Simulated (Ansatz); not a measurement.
Sb2W: frozen-core PAW against all-electron methods

```yaml
crystal:
  lattice:
    - [0.00000, 3.31158, 3.31158]
    - [3.31158, 0.00000, 3.31158]
    - [3.31158, 3.31158, 0.00000]
  atoms:
    - { symbol: W, position: [0.00000, 0.00000, 0.00000] }
    - { symbol: Sb, position: [0.25000, 0.25000, 0.25000] }
    - { symbol: Sb, position: [0.75000, 0.75000, 0.75000] }
```

Atoms are numbered in the order listed.

The structure comes from a relaxation in the same program, started in the fluorite type, and has space group Fm-3m. Whether it is a known phase or the ground state wasn't checked.

No spin–orbit coupling, which matters for the heavy atoms here.

Methods: DFT, PBE, PAW with Ansatz's default frozen-core files, scalar-relativistic (Ansatz 0.2.0); DFT, PBE, all-electron PAW with datasets made for the crystal, scalar-relativistic (Ansatz 0.2.0); DFT, PBE, all-electron LAPW, scalar-relativistic (Ansatz 0.2.0).

For PAW: a Γ-centred 10×10×10 k mesh, Fermi–Dirac smearing of 0.08 eV, cutoff 420 eV, no spin polarisation. The crystal-made all-electron datasets (AE datasets) take a cutoff of 260 eV at this cell. LAPW targets a basis error of 1 meV/atom. The Ansatz runs share mesh, smearing and spin set-up. Plane-wave (PAW) pressures include the program's estimate of the Pulay term.

Stress and pressure are positive in compression.

Levels count from the Fermi level.

```tsv
quantity	PAW	AE datasets	LAPW
pressure (GPa)	-0.01	-0.01	0.00
highest filled level at U (eV)	-0.170	-0.170	-0.170
lowest empty level at U (eV)	0.230	0.230	0.230
highest filled level at X (eV)	-1.092	-1.093	-1.093
lowest empty level at X (eV)	0.013	0.012	0.012
highest filled level at K (eV)	-0.170	-0.170	-0.170
lowest empty level at K (eV)	0.230	0.230	0.230
```
